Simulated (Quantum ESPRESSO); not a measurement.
## ZnAl2SiO6 (a curve over strain)

Computed values, not a measurement. The program is pw.x of Quantum ESPRESSO 7.5 (plane-wave density functional theory). The cell is made up: 10 atoms on a corundum lattice, with randomly drawn elements, strain and displacements, not relaxed. PseudoDojo standard norm-conserving files (v0.5 for PBE, v0.4.1 for LDA and PBEsol) set the functional; there is no spin polarisation, spin-orbit coupling or dispersion term, and the masses in the input are unused placeholders.

Seven runs add a strain to one cell (shear xy, as the tensor component); the atoms follow the cell and are not relaxed. Stress in the table is positive in tension.

Input of the run at -0.0017:

```
&control calculation='scf', pseudo_dir='./dojo.nc.sr.pbe.v0_5.standard.upf', outdir='./o', disk_io='low', tprnfor=.true., tstress=.true. /
&system ibrav=0, nat=10, ntyp=4, nbnd=39, ecutwfc=84.00895049, nosym=.true., tot_charge=0,
 occupations='smearing', smearing='fd', degauss=0.0018374661
/
&electrons conv_thr=7.350e-09, electron_maxstep=60, /
ATOMIC_SPECIES
Al 1.0 Al.upf
O 1.0 O.upf
Si 1.0 Si.upf
Zn 1.0 Zn.upf
CELL_PARAMETERS angstrom
2.4662 1.421 4.489
-2.471 1.4294 4.489
0.0048 -2.8505 4.489
ATOMIC_POSITIONS angstrom
Zn 0.0141 0.087 4.7063
Al -0.0041 -0.0103 2.0452
Al 0.1792 -0.0303 8.7578
Si 0.0907 0.0052 11.4738
O -0.9556 1.6599 7.8707
O -0.6685 -1.5733 7.8051
O 1.5925 0.1143 7.8427
O 1.043 -1.4003 5.4623
O 0.8579 1.5753 5.6654
O -1.7315 -0.0703 5.7061
K_POINTS automatic
6 5 5 1 1 1
```

| added strain | free energy less that of the input shown (eV) | stress xx (GPa) | stress yy (GPa) | stress zz (GPa) | stress xy (GPa) | pressure (GPa) | next band up at Gamma (eV) | iterations |
| --- | --- | --- | --- | --- | --- | --- | --- | --- |
| -0.0245 | 0.0772 | 6.90 | 6.50 | 5.85 | -5.61 | -6.42 | 2.921 | 12 |
| -0.0188 | 0.0449 | 7.18 | 6.65 | 5.87 | -4.28 | -6.56 | 2.932 | 12 |
| -0.0132 | 0.0215 | 7.38 | 6.76 | 5.87 | -2.98 | -6.67 | 2.936 | 12 |
| -0.0017 | 0.0000 | 7.55 | 6.92 | 5.81 | -0.31 | -6.76 | 2.934 | 12 |
| +0.0194 | 0.0512 | 7.10 | 6.98 | 5.47 | 4.59 | -6.51 | 2.910 | 12 |
| +0.0225 | 0.0688 | 6.94 | 6.95 | 5.39 | 5.31 | -6.43 | 2.905 | 12 |

Question: one run is left out of the table, at +0.0112. Estimate its stress xy (GPa).

Answer: 2.68. The whole row:

```
added strain  free energy less that of the input shown (eV)  stress xx (GPa)  stress yy (GPa)  stress zz (GPa)  stress xy (GPa)  pressure (GPa)  next band up at Gamma (eV)  iterations
     +0.0112                                         0.0175             7.40             7.00             5.63             2.68           -6.67                       2.922          12
```

A cubic fit gives a slope of stress xy against the added strain of 232 GPa at zero added strain, with the atoms clamped. Across the table the free energy follows the integral of the stress to within 0.4 meV. A rerun of one of the cells at a cutoff of 1437 eV and k mesh 8 x 7 x 7 moved values by no more than 0.003 eV in energy, 0.04 GPa in stress and 0.002 eV/Å in force. The band column is the level of band 34 at Gamma less that of band 33, whose number is half the electron count, rounded up; it comes from a band step after each run.